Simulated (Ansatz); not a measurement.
The calculation used DFT PBE, scalar-relativistic, plane waves, PAW in Ansatz. All cells share a 420 eV cutoff and Γ-centred k meshes spaced at most about 0.3 Å⁻¹ (about 0.25 or finer for metals, 2π included). No spin polarisation in the final relaxations.

These are static total energies at zero pressure.

Compare these two cells of Zr2Cl, each relaxed at this level.

A.

```yaml
crystal:
  lattice:
    - [0.00000, 3.14291, 3.14291]
    - [3.14291, 0.00000, 3.14291]
    - [3.14291, 3.14291, 0.00000]
  atoms:
    - { symbol: Zr, position: [0.75000, 0.75000, 0.75000] }
    - { symbol: Zr, position: [0.25000, 0.25000, 0.25000] }
    - { symbol: Cl, position: [0.00000, 0.00000, 0.00000] }
```

B.

```yaml
crystal:
  lattice:
    - [4.48676, 0.00000, 0.00000]
    - [0.00000, 4.48676, 0.00000]
    - [0.00000, 0.00000, 3.10591]
  atoms:
    - { symbol: Zr, position: [0.00000, 0.50000, 0.50000] }
    - { symbol: Zr, position: [0.50000, 0.00000, 0.50000] }
    - { symbol: Cl, position: [0.50000, 0.50000, 0.00000] }
```

Question: Which form is favoured at zero pressure, and by what margin per atom?

Answer: A is lower, by 30 meV/atom. A has the anti-fluorite type, space group Fm-3m (No. 225), 20.7 Å³/atom and no gap on its mesh; B has space group P4/mmm (No. 123), 20.8 Å³/atom and no gap. Even the lower one lies +0.07 eV/atom against the reference forms of the elements (uncorrected), a margin that errors in the energy of the gaseous reference can exceed. In A, around Zr lie 4 Cl at 2.72 Å and 6 Zr at 3.14 Å; Cl has 8 Zr at 2.72 Å. In B, around Zr lie 4 Cl at 2.73 Å and 6 Zr at 3.11–3.17 Å; around Cl lie 8 Zr at 2.73 Å and 2 Cl at 3.11 Å. Both come from invented guesses. A third cell relaxed alike, in P4/nmm, lies 176 meV/atom below the lower of the two.

In Fm-3m, P4/mmm an odd number of electrons in the primitive cell allows no gap without spin; a larger cell or a magnetic state could open one. Cells relaxed within their symmetry can be saddle points.
